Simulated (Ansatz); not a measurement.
An Ansatz (an electronic-structure program) input:

Ansatz 0.2 input:
```yaml
crystal:
  lattice:
    - [-2.0999685455, 2.0999685455, 2.9693449426]
    - [2.0999685455, -2.0999685455, 2.9693449426]
    - [2.0999685455, 2.0999685455, -2.9693449426]
  atoms:
    - { symbol: Cu, position: [0.5, 0.5, 0.0] }
    - { symbol: I, position: [0.75, 0.25, 0.5] }
kpoints:
  mp_grid: { grid: [7, 7, 7] }
hamiltonian:
  xc: hse06
  pseudopotentials: { kind: paw }
scf:
  n_extra_bands: 6
  occupations: { method: fixed }
output:
  eigenvalues: true
  eigenstates:
    e_range: [-9.0, 9.8]
    kpoints:
      - [0.0, 0.0, 0.0]  # VBM
      - [0.0, 0.0, 0.0]  # CBM
      - [0.0, 0.0, 0.0]  # GAMMA
      - [0.5, 0.5, -0.5]  # M
      - [0.0, 0.0, 0.5]  # X
      - [0.25, 0.25, 0.25]  # P
      - [0.0, 0.5, 0.0]  # N
      - [-0.3750386525, 0.3750386525, 0.3750386525]  # S_0
      - [0.3750386525, 0.6249613475, -0.3750386525]  # S
      - [-0.250077305, 0.250077305, 0.5]  # R
      - [0.5, 0.5, -0.250077305]  # G
```

### Question
How many symmetry operations and irreducible k-points will the run report?

### Answer
8 operations, 40 of 343 k-points.

### Question
With a cutoff of 420 eV, how many plane waves at Γ?

### Answer
965.

It took very roughly 5 core-minutes on shared server cores.

The points marked VBM and CBM come from a semilocal run.

Space group F-43m (zinc blende). The PBEsol relaxation kept the symmetry of its start. The run is not spin-polarised. Point labels and valley counts follow the cell and symmetry of the run, lower than the named group. Spin–orbit coupling is left out wherever it is not named.

Potentials: the later of the program's two PAW sets.

Ansatz is a plane-wave DFT program.
